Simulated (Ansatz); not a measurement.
The start is a relaxed Cu cell shaken by Gaussian noise of σ = 0.08 Å a coordinate. The structure is fully relaxed (lattice and positions, P = 0) with r2SCAN (plane waves to 500 eV, PAW, scalar-relativistic; Ansatz, a first-principles code). The first steps use a coarse 7×7×7 k-mesh.

Starting cell:
```yaml
crystal:
  lattice:
    - [4.54745, 0.00000, 0.00000]
    - [0.00000, 4.54745, 0.00000]
    - [0.00000, 0.00000, 4.54745]
  atoms:
    - { symbol: Cu, position: [0.25030, 0.98677, 0.47583] }
    - { symbol: Cu, position: [0.79069, 0.00612, 0.51261] }
    - { symbol: Cu, position: [0.01752, 0.49782, 0.23467] }
    - { symbol: Cu, position: [0.97494, 0.50050, 0.78756] }
    - { symbol: Cu, position: [0.48206, 0.24322, 0.03023] }
    - { symbol: Cu, position: [0.51934, 0.73895, 0.00401] }
    - { symbol: Cu, position: [0.98676, 0.99402, 0.97274] }
    - { symbol: Cu, position: [0.52208, 0.49252, 0.48453] }
```

```json
{
  "initial_pressure": "+5.4 GPa (positive: the cell is compressed)",
  "largest_initial_force": "3.98 eV/Å, on Cu4 (atoms numbered as listed)",
  "energy_released": "0.12 eV/atom",
  "relative_to_the_parent": "The parent structure is recovered, Pm-3n (No. 223)",
  "Shortest distances (start → end)": "The closest pairs of elements (up to four, under 3.6 Å), start → end: Cu–Cu 2.04 → 2.27 Å",
  "band_gap_at_the_end": "no gap (metallic)",
  "optimiser_moves": "5"
}
```

The end point of the relaxation:

Space group Pm-3n (No. 223); a = 4.547 Å, b = 4.547 Å, c = 4.547 Å, α = 90.00°, β = 90.00°, γ = 90.00°

```tsv
atom	site	symmetry	x	y	z
Cu	6d	-4m.2	0.0000	0.2500	0.5000
Cu	2a	m-3.	0.0000	0.0000	0.0000
```

Final values are on a 10×10×10 k-mesh of the relaxed cell. No spin polarisation in the result.

The relaxed structure here is a generated cell of Cu: the first start was made by placing the elements on the sites of a structure type, and the end was not matched to a known phase here, so it may be hypothetical. Known forms of Cu include space group No. 225.
